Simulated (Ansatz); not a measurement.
# Stationary points along a deformation path in Sr

Computed with DFT PBEsol, scalar-relativistic, plane waves, PAW (Ansatz). Settings: plane waves to 420 eV, k-mesh 15×15×8 (Γ-centred), Gaussian smearing 0.15 eV. No spin polarisation. Energies are free energies at this smearing, counted from the undisturbed cell; pressure is positive in compression.

The starting cell (as given, not relaxed at this level; it stands at -0.9 GPa; this form isn't the usual structure):

```
Sr
1.0
     4.31000    0.00000    0.00000
    -2.15500    3.73257    0.00000
     0.00000    0.00000    7.05000
Sr
2
Direct
  0.33333 0.66667 0.25000
  0.66667 0.33333 0.75000
```

At fixed volume and fractional coordinates, lengths along (0.000, 0.000, 1.000) are scaled against those across it; ρ is that ratio over its starting value. V = 56.708 Å³/atom. Δσ is the stress along the axis less the mean stress across it (compression positive).

| ρ | ΔE (meV/atom) | Δσ (GPa) | space group |
| --- | --- | --- | --- |
| 0.800 | 96.4 | 3.11 | P6_3/mmc |
| 0.850 | 55.1 | 2.62 | P6_3/mmc |
| 0.920 | 15.6 | 1.52 | P6_3/mmc |
| 0.960 | 4.1 | 0.78 | P6_3/mmc |
| 1.000 | 0.0 | 0.06 | P6_3/mmc |
| 1.050 | 4.9 | -0.93 | P6_3/mmc |
| 1.100 | 20.8 | -1.98 | P6_3/mmc |
| 1.200 | 83.5 | -4.12 | P6_3/mmc |
| 1.300 | 177.8 | -5.79 | P6_3/mmc |

**Question.** How does the stress give the slope of the energy, and where is the energy stationary?

**Answer.** Along the path d ln(length) is 2/3 d ln ρ on the axis and −1/3 d ln ρ across it, so dE/d ln ρ = −(2/3) V Δσ: the energy falls with ρ where Δσ is positive. Δσ vanishes or changes sign between ρ = 1.000 and 1.050, a minimum (near 1.00 by linear interpolation). Pairs of stationary points between two samples would go unseen, and could change a minimum read from distant neighbours into a maximum.

**Question.** Integrate that slope from ρ = 1 to 0.850 by the trapezoid rule.

**Answer.** With V/N in Å³ and 1 eV/Å³ = 160.2 GPa the slopes at ρ = 1.000, 0.960, 0.920, 0.850 are -13, -184, -358, -617 meV/atom per unit of ln ρ. The steps add 4.0 + 11.5 + 38.6 = 54.2 meV/atom, against 55.1 from the energies; the trapezoid rule misses the curvature of the slope within each step.

In a metal these slopes depend on the k mesh and the smearing.